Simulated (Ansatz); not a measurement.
A relaxation computed with Ansatz, from input to last step.

```yaml
crystal:
  lattice:
    - [-2.0869782618, 3.0429710606, 4.0043539618]
    - [2.0869782618, -3.0429710606, 4.0043539618]
    - [2.0869782618, 3.0429710606, -4.0043539618]
  atoms:
    - { symbol: Li, position: [0.8427961048, 0.0, 0.8427961048] }
    - { symbol: Li, position: [0.1572038952, 0.0, 0.1572038952] }
    - { symbol: Al, position: [0.4345659105, 0.6845659105, 0.75] }
    - { symbol: Al, position: [0.9345659105, 0.6845659105, 0.25] }
    - { symbol: Al, position: [0.0654340895, 0.3154340895, 0.75] }
    - { symbol: Al, position: [0.5654340895, 0.3154340895, 0.25] }
basis:
  ecutwfc: 420
kpoints:
  mp_grid: { grid: [6, 6, 6] }
hamiltonian:
  xc: pbe
scf:
  occupations: { method: gaussian, width: 0.1 }
  lower_state_search: "off"
output:
  forces: true
  stress: true
  eigenvalues: true
relax:
  adjacent_minimum: "off"
  f_tol: 0.04
  max_steps: 70
  cell: { stress_tol: 0.4 }
```

```bash
ansatz run input.yaml --threads 1 --pin off --max-ram 2560MiB --backend cpu --events-out ev --progress --plain --runs-dir out
```

Theory: DFT PBE, scalar-relativistic, plane waves, PAW (Ansatz 0.2.0).

Of 9 frames 9 are shown, positions in Å and forces in eV/Å; the SCF threshold varies from step to step. Steps run on the plane waves of an earlier cell, with a Pulay correction in the pressure. The basis is chosen afresh for the last frame, the zero of the energies, and at times for earlier ones too; energy and pressure step there, also at an unchanged geometry.

```xyz
6
Lattice="-2.0870 3.0430 4.0044 2.0870 -3.0430 4.0044 2.0870 3.0430 -4.0044" Properties=species:S:1:pos:R:3:forces:R:3 pbc="T T T" step=1 free_energy_over_end_meV_per_atom=303.87 pressure_GPa=12.18
Li    0.0000    5.1292    0.0000    0.0000   -1.3571    0.0000
Li    0.0000    0.9567    0.0000    0.0000    1.3571    0.0000
Al    2.0870    1.5215    1.4781    0.0000    0.0437   -2.0990
Al    0.0000    1.5215    5.4825    0.0000   -0.0437   -2.0990
Al    2.0870    1.5215   -1.4781    0.0000    0.0437    2.0990
Al    0.0000    1.5215    2.5262    0.0000   -0.0437    2.0990
6
Lattice="-2.1891 3.0781 3.9721 2.1891 -3.0781 3.9721 2.1891 3.0781 -3.9721" Properties=species:S:1:pos:R:3:forces:R:3 pbc="T T T" step=2 free_energy_over_end_meV_per_atom=114.00 pressure_GPa=5.13
Li    0.0000    5.1407    0.0000    0.0000   -1.0810    0.0000
Li    0.0000    1.0155    0.0000    0.0000    1.0810    0.0000
Al    2.1891    1.5465    1.3870    0.0000    0.0638   -0.9391
Al    0.0000    1.5316    5.3590    0.0000   -0.0638   -0.9391
Al    2.1891    1.5465   -1.3870    0.0000    0.0638    0.9391
Al    0.0000    1.5316    2.5851    0.0000   -0.0638    0.9391
6
Lattice="-2.2456 3.2008 3.9355 2.2456 -3.2008 3.9355 2.2456 3.2008 -3.9355" Properties=species:S:1:pos:R:3:forces:R:3 pbc="T T T" step=3 free_energy_over_end_meV_per_atom=39.32 pressure_GPa=2.25
Li    0.0000    5.2333    0.0000    0.0000   -0.4446    0.0000
Li    0.0000    1.1683    0.0000    0.0000    0.4446    0.0000
Al    2.2456    1.6496    1.2903    0.0000    0.0659    0.3085
Al    0.0000    1.5513    5.2258    0.0000   -0.0659    0.3085
Al    2.2456    1.6496   -1.2903    0.0000    0.0659   -0.3085
Al    0.0000    1.5513    2.6453    0.0000   -0.0659   -0.3085
6
Lattice="-2.3044 3.1501 3.9580 2.3044 -3.1501 3.9580 2.3044 3.1501 -3.9580" Properties=species:S:1:pos:R:3:forces:R:3 pbc="T T T" step=4 free_energy_over_end_meV_per_atom=16.90 pressure_GPa=1.07
Li    0.0000    5.0091    0.0000    0.0000   -0.2049    0.0000
Li    0.0000    1.2911    0.0000    0.0000    0.2049    0.0000
Al    2.3044    1.7255    1.3157    0.0000   -0.1105    0.0897
Al    0.0000    1.4247    5.2738    0.0000    0.1105    0.0897
Al    2.3044    1.7255   -1.3157    0.0000   -0.1105   -0.0897
Al    0.0000    1.4247    2.6423    0.0000    0.1105   -0.0897
6
Lattice="-2.3410 3.1452 4.0025 2.3410 -3.1452 4.0025 2.3410 3.1452 -4.0025" Properties=species:S:1:pos:R:3:forces:R:3 pbc="T T T" step=5 free_energy_over_end_meV_per_atom=5.94 pressure_GPa=-0.62
Li    0.0000    4.7946    0.0000    0.0000   -0.0292    0.0000
Li    0.0000    1.4958    0.0000    0.0000    0.0292    0.0000
Al    2.3410    1.6119    1.3356    0.0000    0.0068    0.0381
Al    0.0000    1.5333    5.3381    0.0000   -0.0068    0.0381
Al    2.3410    1.6119   -1.3356    0.0000    0.0068   -0.0381
Al    0.0000    1.5333    2.6669    0.0000   -0.0068   -0.0381
6
Lattice="-2.3355 3.0384 4.0123 2.3355 -3.0384 4.0123 2.3355 3.0384 -4.0123" Properties=species:S:1:pos:R:3:forces:R:3 pbc="T T T" step=6 free_energy_over_end_meV_per_atom=2.64 pressure_GPa=0.21
Li    0.0000    4.5838    0.0000    0.0000   -0.0187    0.0000
Li    0.0000    1.4931    0.0000    0.0000    0.0187    0.0000
Al    2.3355    1.5331    1.3396    0.0000    0.0006    0.0477
Al    0.0000    1.5054    5.3519    0.0000   -0.0006    0.0477
Al    2.3355    1.5331   -1.3396    0.0000    0.0006   -0.0477
Al    0.0000    1.5054    2.6727    0.0000   -0.0006   -0.0477
6
Lattice="-2.3579 3.0292 4.0053 2.3579 -3.0292 4.0053 2.3579 3.0292 -4.0053" Properties=species:S:1:pos:R:3:forces:R:3 pbc="T T T" step=7 free_energy_over_end_meV_per_atom=2.26 pressure_GPa=-0.07
Li    0.0000    4.5480    0.0000    0.0000   -0.0024    0.0000
Li    0.0000    1.5103    0.0000    0.0000    0.0024    0.0000
Al    2.3579    1.5250    1.3536    0.0000   -0.0047   -0.0901
Al    0.0000    1.5042    5.3589    0.0000    0.0047   -0.0901
Al    2.3579    1.5250   -1.3536    0.0000   -0.0047    0.0901
Al    0.0000    1.5042    2.6516    0.0000    0.0047    0.0901
6
Lattice="-2.3638 3.0017 4.0102 2.3638 -3.0017 4.0102 2.3638 3.0017 -4.0102" Properties=species:S:1:pos:R:3:forces:R:3 pbc="T T T" step=8 free_energy_over_end_meV_per_atom=1.73 pressure_GPa=-0.01
Li    0.0000    4.4849    0.0000    0.0000    0.0180    0.0000
Li    0.0000    1.5186    0.0000    0.0000   -0.0180    0.0000
Al    2.3638    1.5002    1.3487    0.0000    0.0007   -0.0316
Al    0.0000    1.5016    5.3589    0.0000   -0.0007   -0.0316
Al    2.3638    1.5002   -1.3487    0.0000    0.0007    0.0316
Al    0.0000    1.5016    2.6615    0.0000   -0.0007    0.0316
6
Lattice="-2.3638 3.0017 4.0102 2.3638 -3.0017 4.0102 2.3638 3.0017 -4.0102" Properties=species:S:1:pos:R:3:forces:R:3 pbc="T T T" step=9 free_energy_over_end_meV_per_atom=0.00 pressure_GPa=0.09
Li    0.0000    4.4849    0.0000    0.0000    0.0180    0.0000
Li    0.0000    1.5186    0.0000    0.0000   -0.0180    0.0000
Al    2.3638    1.5002    1.3487    0.0000    0.0006   -0.0319
Al    0.0000    1.5016    5.3589    0.0000   -0.0006   -0.0319
Al    2.3638    1.5002   -1.3487    0.0000    0.0006    0.0319
Al    0.0000    1.5016    2.6615    0.0000   -0.0006    0.0319
```

The start is a random arrangement. At the end the space group is Immm (tolerance 0.05 Å).

Time: 51 s on 1 thread of Arm Neoverse V1, on a shared host, peak memory 0.39 GiB.

The k mesh is coarse.